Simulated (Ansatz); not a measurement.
## Equation of state of BeAu3 under PBE

```yaml
crystal:
  lattice:
    - [4.01171, 0.00000, 0.00000]
    - [0.00000, 4.01171, 0.00000]
    - [0.00000, 0.00000, 4.01171]
  atoms:
    - { symbol: Au, position: [0.50000, 0.50000, 0.00000] }
    - { symbol: Au, position: [0.50000, 0.00000, 0.50000] }
    - { symbol: Au, position: [0.00000, 0.50000, 0.50000] }
    - { symbol: Be, position: [0.00000, 0.00000, 0.00000] }
```

The cell comes from a database or a generator and needn't be the stable form of this composition.

The cell was scaled at fixed shape and fractions and run with Ansatz, Ansatz PAW, cutoff 420 eV; PBE, k mesh 7 × 7 × 7 on the cell of 4 atoms, fermi-dirac occupations of 0.05 eV, no spin polarisation, no spin-orbit coupling. Energies are those that the program minimises, any entropy of the smearing included. For a metal such a mesh isn't converged to the digits shown.

| V (Å³/atom) | energy over the lowest row (meV/atom) |
| --- | --- |
| 15.1724 | 21.11 |
| 15.4952 | 7.07 |
| 15.8181 | ? |
| 16.1409 | 0.00 |
| 16.4637 | 5.27 |
| 16.7865 | 15.43 |
| 17.1093 | 29.82 |

Q: Fit the third-order Birch-Murnaghan form, give V0, B0 and B′, and predict the energy left open.

A: With y = (V0/V)^(2/3), E = E0 + (9 V0 B0/16) [(y - 1)³ B′ + (y - 1)² (6 - 4y)]. Least squares through the rows shown give V0 = 15.9954 Å³/atom, E0 = -0.58 meV, B0 = 146.0 GPa (1 eV/Å³ = 160.218 GPa) and B′ = 5.69, with a largest miss of 0.01 meV. At V = 15.8181 the form with these constants gives 0.34 meV; the run gave 0.34 meV an atom.
